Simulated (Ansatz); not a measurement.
## Ti3PbO7: pressure against volume

Ti3PbO7, P2_1/m, a = 6.591 Å, b = 3.792 Å, c = 10.717 Å, β = 98.1°. The structure is a Materials Project entry; whether it is the stable form wasn't checked. Ansatz: PBEsol, PAW, 420 eV, Γ-centred 4×8×4 mesh on 22 atoms, Gaussian smearing 0.02 eV; no spin polarisation. Shape and atoms are relaxed at each volume; pressure is positive in compression.

| V (Å³/atom) | P (GPa) |
| --- | --- |
| 10.607 | 22.59 |
| 10.968 | 15.82 |
| 11.330 | 9.85 |
| 11.692 | 4.60 |
| 12.053 | 0.00 |
| 12.415 | -3.94 |
| 12.776 | -7.15 |
| 13.258 | ? |

Problem. Take V0 = 12.053 Å³/atom, fit the third-order Birch–Murnaghan form to the other rows, and predict the missing pressure.

Solution. With the Eulerian strain f = ½[(V0/V)^(2/3) − 1] and y = P/[3f(1 + 2f)^(5/2)], the form is the line y = B0 + 1.5 B0 (B0′ − 4) f. Rows (f, y): 0.04447, 136.8; 0.03245, 138.9; 0.02105, 140.7; 0.01024, 142.3; -0.00977, 141.2; -0.01905, 137.9. Means f = 0.01323, y = 139.63; Σ(Δf)² = 0.002986, ΣΔfΔy = -0.08232; the slope is their ratio. y = 140.0 − 27.57 f GPa, so B0 = 140.0 GPa and B0′ = 4 + 2 × (-27.57)/(3 × 140.0) = 3.87. At V = 13.258, f = -0.03077, y = 140.85 and P = -11.09 GPa. The run gave -9.32 GPa, so the fit is 1.77 GPa too low, 5.5 % of the span of the series, against an rms of 0.15 GPa on the fitted rows. The row lies outside the fitted range. A fourth-order term fitted to the same rows gives P = -10.64 GPa at this row's volume (the line -11.09, the run -9.32), which recovers part of the miss. With a term in f² added B0′ becomes 4.36, so this figure hangs on the form.

Spin–orbit coupling is left out, which can shift energies with elements as heavy as these.

Cost: 8 runs of about 90 core-minutes in all, on Intel Xeon 6975P-C (Granite Rapids) (shared hosts).